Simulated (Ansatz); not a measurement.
SnGe:
```cif
data_Ge2Sn2
_chemical_formula_sum 'Ge2 Sn2'
_space_group_name_H-M_alt 'Pmma'
_space_group_IT_number 51
_space_group_name_Hall '-P 2a 2a'
_cell_length_a 4.29969
_cell_length_b 4.32948
_cell_length_c 6.15742
_cell_angle_alpha 90.000
_cell_angle_beta 90.000
_cell_angle_gamma 90.000
loop_
_space_group_symop_operation_xyz
  'x, y, z'
  '-x, -y, -z'
  '-x+1/2, -y, z'
  'x+1/2, y, -z'
  'x+1/2, -y, -z'
  '-x+1/2, y, z'
  '-x, y, -z'
  'x, -y, z'
loop_
_atom_site_label
_atom_site_type_symbol
_atom_site_symmetry_multiplicity
_atom_site_Wyckoff_symbol
_atom_site_fract_x
_atom_site_fract_y
_atom_site_fract_z
_atom_site_occupancy
Ge1 Ge 2 e 0.25000 0.00000 0.10907 1
Sn1 Sn 2 f 0.25000 0.50000 0.35692 1
```

Relaxed with PBEsol.

### Question
Which orbitals make up the states near the Fermi level in the program Ansatz at the PBEsol level (PAW)?

### Answer
Within 0.5 eV of the Fermi level: Sn 5p 49 %, Ge 4p 35 %, Ge 4s 11 %. Projections are on Löwdin-orthogonalised atomic valence shells; empty p or d shells of many metals are not among them.

### Question
Tabulate the density of states.

### Answer
States/eV per cell of 4 atoms, in 0.25 eV bins, energy from the Fermi level.

```csv
E (eV),total,Ge 4p,Sn 5p,Sn 5s
-7.85,0.30,0.05,0.05,0.12
-7.60,0.89,0.15,0.15,0.32
-7.35,1.12,0.20,0.21,0.35
-7.10,1.57,0.29,0.31,0.49
-6.85,2.22,0.47,0.50,0.62
-6.60,1.67,0.40,0.35,0.56
-6.35,1.31,0.32,0.26,0.48
-6.10,1.07,0.27,0.21,0.40
-5.85,0.96,0.24,0.19,0.36
-5.60,0.85,0.21,0.16,0.31
-5.35,0.69,0.18,0.13,0.24
-5.10,0.58,0.16,0.10,0.20
-4.85,0.49,0.15,0.08,0.17
-4.60,0.44,0.14,0.06,0.15
-4.35,0.41,0.15,0.06,0.13
-4.10,0.37,0.15,0.05,0.10
-3.85,0.38,0.18,0.08,0.07
-3.60,2.34,1.20,0.97,0.08
-3.35,2.81,1.36,1.23,0.11
-3.10,2.39,1.18,1.01,0.10
-2.85,3.13,1.71,1.21,0.11
-2.60,3.14,1.71,1.23,0.10
-2.35,3.48,1.91,1.38,0.10
-2.10,2.93,1.54,1.24,0.07
-1.85,2.36,1.11,1.14,0.05
-1.60,2.42,1.02,1.29,0.04
-1.35,2.28,0.94,1.25,0.04
-1.10,1.73,0.69,0.98,0.02
-0.85,1.43,0.51,0.87,0.02
-0.60,1.22,0.36,0.81,0.01
-0.35,0.70,0.23,0.44,0.01
-0.10,0.36,0.13,0.20,0.00
0.15,0.27,0.10,0.08,0.02
0.40,0.57,0.24,0.13,0.04
0.65,0.96,0.41,0.21,0.09
0.90,1.62,0.62,0.43,0.18
1.15,2.22,0.77,0.68,0.26
1.40,3.21,1.05,1.06,0.41
1.65,2.82,0.87,0.96,0.45
1.90,2.61,0.85,0.85,0.47
2.15,2.59,0.89,0.81,0.41
2.40,1.64,0.55,0.57,0.21
2.65,1.96,0.67,0.73,0.21
2.90,2.65,1.01,0.96,0.24
3.15,3.21,1.22,1.30,0.18
3.40,3.29,1.12,1.47,0.15
3.65,2.93,1.00,1.27,0.15
3.90,2.79,0.99,1.14,0.12
4.15,2.93,1.02,1.16,0.10
4.40,3.15,1.05,1.16,0.11
4.65,2.70,0.93,0.89,0.09
```

The start of the workflow was typed in or built on a structure type; neither database checked (COD, Materials Project) lists it. Whether it is the stable phase at ambient conditions was not checked. Symmetry was held in the PBEsol relaxation; whether a distortion lowers the energy is not shown. Scalar-relativistic: spin–orbit coupling is off unless named, which matters more the heavier the elements.

Potentials: the later of the program's two PAW sets.
